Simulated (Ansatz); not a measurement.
## TaRu at 8 GPa (stress–strain coefficients): relaxed-ion elastic tensor

These are results of Ansatz 0.2.0, DFT LDA, scalar-relativistic, plane waves, PAW, not measurements. Cutoff 420 eV, 14×14×14 k-points (Γ-centred), Fermi-Dirac smearing of 0.15 eV. No spin polarisation.

The cell, relaxed at 8 GPa:
```
CELL_PARAMETERS angstrom
3.09292 0.00000 0.00000
0.00000 3.09292 0.00000
0.00000 0.00000 3.09292
ATOMIC_POSITIONS crystal
Ta 0.50000 0.50000 0.50000
Ru 0.00000 0.00000 0.00000
```

In a metal, frequencies and elastic constants depend on the k mesh and the smearing, soft modes and shear constants most. Spin–orbit coupling is left out, which can shift energies with elements as heavy as these. Other phases may be more stable at this pressure.

Question: Give the relaxed-ion elastic constants (GPa, Voigt order xx yy zz yz xz xy, on the axes of the cell above).

Answer:
C11 = 239.3, C12 = 355.9, C13 = 355.9, C22 = 239.3, C23 = 355.9, C33 = 239.3, C44 = 100.3, C55 = 100.3, C66 = 100.3 GPa; the others vanish.

Question: Is the crystal stable against homogeneous strain?

Answer: No: the tensor has an eigenvalue of -116.6 GPa, so some strain lowers the energy.

Cost: 1 run of about 3.2 core-minutes, on Intel Xeon Processor @ 2.50GHz (Skylake/Cascade Lake) (shared hosts).